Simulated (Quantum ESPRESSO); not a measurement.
## Quadrupole interaction in MgH2

```yaml
crystal:
  lattice:
    - [4.56180, 0.00000, 0.00000]
    - [0.00000, 4.56180, 0.00000]
    - [0.00000, 0.00000, 3.02050]
  atoms:
    - { symbol: Mg, position: [0.00000, 0.00000, 0.00000] }
    - { symbol: Mg, position: [0.50000, 0.50000, 0.50000] }
    - { symbol: H, position: [0.30444, 0.30444, 0.00000] }
    - { symbol: H, position: [0.19556, 0.80444, 0.50000] }
    - { symbol: H, position: [0.69556, 0.69556, 0.00000] }
    - { symbol: H, position: [0.80444, 0.19556, 0.50000] }
```
The cell was made here from an entry of the Crystallography Open Database (unchecked): atoms relaxed with PBE in the measured cell (PBE without dispersion, pw.x of a modified build of Quantum ESPRESSO, symmetry kept).  Stability against distortions was not tested.

Computed: field gradients by the PAW reconstruction of the field gradient on a scalar-relativistic PBE ground state (Quantum ESPRESSO, JTH datasets), 30 Ha, k-mesh 5×5×7 through Γ.

```
site                  site symmetry  Vzz (a.u.)   η_Q  ∣C_Q∣ (MHz)
--------------------  -------------  ----------  ----  -----------
Mg (atoms 1, 2)                 mmm      -0.072  0.70  3.35 (²⁵Mg)
H (atoms 3, 4, 5, 6)            m2m      -0.052  0.59   0.035 (²H)
```

Quadrupole moments taken as inputs (sizes, barn, from the tables of PySCF and pymatgen): ²⁵Mg 0.199, ²H 0.00286.

Principal values are ordered |Vxx| ≤ |Vyy| ≤ |Vzz|, η = (Vxx − Vyy)/Vzz, and C_Q = eQVzz/h is given by its size. Cores are frozen. Against all-electron runs on small test molecules, this scheme's |Vzz| missed by −3 to +1 % on H. Mg had no test against all-electron runs. The structure is static (0 K, no zero-point motion).
